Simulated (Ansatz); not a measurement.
## One relaxed cell of BaCu$_{2}$S$_{2}$ at several levels

A database entry relaxed whole under r2SCAN at zero pressure (Pnma, No. 62):

```
Ba Cu S
1.0
     9.24101    0.00000    0.00000
     0.00000    4.02581    0.00000
     0.00000    0.00000   10.35560
Ba Cu S
4 8 8
Direct
  0.26067 0.75000 0.32419
  0.23933 0.25000 0.82419
  0.76067 0.75000 0.17581
  0.73933 0.25000 0.67581
  0.41692 0.75000 0.04391
  0.08308 0.25000 0.54391
  0.91692 0.75000 0.45609
  0.58308 0.25000 0.95609
  0.05669 0.25000 0.11446
  0.44331 0.75000 0.61446
  0.55669 0.25000 0.38554
  0.94331 0.75000 0.88554
  0.48138 0.25000 0.16664
  0.01862 0.75000 0.66664
  0.98138 0.25000 0.33336
  0.51862 0.75000 0.83336
  0.15664 0.75000 0.04151
  0.34336 0.25000 0.54151
  0.65664 0.75000 0.45849
  0.84336 0.25000 0.95849
```

Its volume is 19.26 Å³ an atom, -2.1 % against the entry's 19.67, a cell as deposited in COD (1974).

Single points on this cell with plane-wave PAW DFT (Ansatz 0.2.0; r2SCAN 500 eV, hybrids 420 eV; fermi-dirac occupations of width 0.020 eV; no moments): r2SCAN on a 4×8×4 Γ-centred mesh; r2SCAN with spin-orbit coupling on a 2×6×2 Γ-centred mesh; HSE06 on a 2×6×2 Γ-centred mesh; PBE0 on a 2×6×2 Γ-centred mesh.

Task: How do gap, pressure and charges move from level to level?

Result: The runs give:

```tsv
level	gap (eV), or kind	pressure (GPa)	Bader charge of Ba (e)	Bader charge of Cu (e)	Bader charge of S (e)
r2SCAN	1.33	0.0	+1.40	+0.41	-1.11
r2SCAN with spin-orbit coupling	1.33	0.0	+1.40	+0.41	-1.11
HSE06	its mesh misses the band edges	1.0	+1.42	+0.39	-1.10
PBE0	its mesh misses the band edges	0.9	+1.42	+0.39	-1.10
```

Under r2SCAN the gap is 1.33 eV, over mesh and band path. Spin-orbit coupling moves the r2SCAN gap by +0.00 eV.

Caveats: the relaxation kept the start's symmetry; hybrid pressures are good to a few tenths of a GPa; pressure is positive in compression.
